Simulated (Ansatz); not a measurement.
Data:

Relaxed W3N4 (space group Pm-3m):

```xyz
7
Lattice="4.1558 0.0000 0.0000 0.0000 4.1558 0.0000 0.0000 0.0000 4.1558" Properties=species:S:1:pos:R:3 pbc="T T T"
N      2.0779     2.0779     2.0779
N      2.0779     0.0000     0.0000
N      0.0000     2.0779     0.0000
N      0.0000     0.0000     2.0779
W      2.0779     2.0779     0.0000
W      0.0000     2.0779     2.0779
W      2.0779     0.0000     2.0779
```

The atoms are displaced by Q × the pattern below (from a DFPT mode at Γ, largest move 1; Q in Å), at fixed cell. It is one choice among 3 degenerate patterns.

| atom | x | y | z |
|---|---|---|---|
| N1 | 0.000 | 0.000 | 1.000 |
| N2 | 0.000 | 0.000 | -0.428 |
| N3 | 0.000 | 0.000 | -0.428 |
| N4 | 0.000 | 0.000 | -0.121 |
| W5 | 0.000 | 0.000 | 0.389 |
| W6 | 0.000 | 0.000 | -0.195 |
| W7 | 0.000 | 0.000 | -0.195 |

All values below come from LDA (plane waves to 420 eV, PAW, scalar-relativistic; Ansatz, an electronic-structure program). k mesh 11×11×11 (Γ-centred), Fermi-Dirac smearing 0.05 eV. The energy includes the smearing's −TS. With partly filled bands, energies and forces of such displacements shift with the k mesh and the smearing. Spin-orbit coupling is left out, though W is heavy. W3N4 is run without spin polarisation. W3N4 was relaxed with its symmetry unable to fall. The zero of ΔE is the undisplaced structure.

The scan covers Q from -0.440 to 0.440 Å in 13 points.

Question: Is this a single well or a double well?

Answer: A double well: the undisplaced structure is a maximum between two minima.

Question: Which space group does the distorted structure have?

Answer: P4mm (No. 99), lowered from Pm-3m.

Question: Is the energy the same for equal positive and negative displacements?

Answer: Even: the same for both signs.

Question: By a smooth curve, how deep is the well, measured from the undisplaced structure?

Answer: 211 meV/cell, cell held fixed.

Question: What is the energy change at Q = 0.440 Å?

Answer: 373 meV/cell.

(A displaced cell: forces are minus the slopes of the energy, force constants its curvatures, and phonons follow from these.)
